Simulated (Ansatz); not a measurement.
## Bond compression in TiW

```xyz
2
Lattice="1.5937 -2.2546 0.0000 1.5937 2.2546 0.0000 0.0000 0.0000 4.4681" Properties=species:S:1:pos:R:3 pbc="T T T"
Ti    0.0000    0.0000    0.0000
W     1.5937    0.0000    2.2341
```

The cell is Materials Project entry mp-1216621, used as a structure alone.

Its shortest bond, of 2.744 Å between atom 1 (Ti) and the nearest image of atom 2 (W), is scaled by moving both atoms along it, with the cell held. The force apart is half the difference of the two atoms' forces along the bond; it holds the pull and push of their other neighbours too.

All numbers are LDA results (scalar-relativistic) from Ansatz 0.2.0, with a Γ-centred 11×11×7 k mesh, Fermi–Dirac smearing of 0.05 eV, no spin polarisation. Methods: LAPW: all electrons, basis error target 1 meV/atom; PAW: frozen-core files, cutoff 420 eV; norm-conserving: pseudopotentials, cutoff 1143 eV; PAW (partial waves polarizable): frozen-core files, cutoff 420 eV.

Energies are extrapolated to zero smearing and count from the unscaled cell; pressure is positive in compression; gaps take the mesh and a band path. No temperature or zero-point motion is included.

Spin–orbit coupling is left out, which matters for the heavy atoms. The PAW files were made under PBE.

```
bond (Å)  force apart (eV/Å)  P LAPW (GPa)  ΔE LAPW (eV/atom)  P PAW − LAPW (GPa)  ΔE PAW − LAPW (meV/atom)  force PAW − LAPW (eV/Å)
   2.744                0.00        -10.45              0.000               -0.03                       0.0                    0.000
   2.580                1.04         -8.82              0.043               -0.03                      -0.2                   -0.002
   2.250                3.79          3.91              0.420               -0.02                      -1.1                   -0.009
   1.921                8.87          30.3                  ?               -0.55                     -11.5                   -0.199
   1.756               16.73          58.2              2.392               -1.61                     -42.6                   -0.577
```

(1) Fill in "ΔE LAPW (eV/atom)" for the row "1.921".

(2) At the last bond length, how far do norm-conserving and PAW (partial waves polarizable) lie from LAPW in pressure and in the largest force component?

(3) How do the Löwdin populations by LAPW change from the unscaled cell to the last row, on the two atoms of the bond?

Results:

(1) 1.397.

(2) norm-conserving: -0.65 GPa, 0.120 eV/Å; PAW (partial waves polarizable): -1.66 GPa, 0.480 eV/Å, on a LAPW pressure of 58.2 GPa.

(3) Ti1 3s 1.96 → 1.91, Ti1 4s 0.78 → 0.69, Ti1 3p 5.99 → 5.93, Ti1 3d 3.02 → 3.41, W2 5s 1.96 → 1.92, W2 6s 0.94 → 0.85, W2 5p 5.98 → 5.94, W2 5d 5.17 → 5.21 electrons an atom. These are projections on the shells that the free atoms fill; 0.19 e a cell lies outside them at the start and 0.16 e at the end.
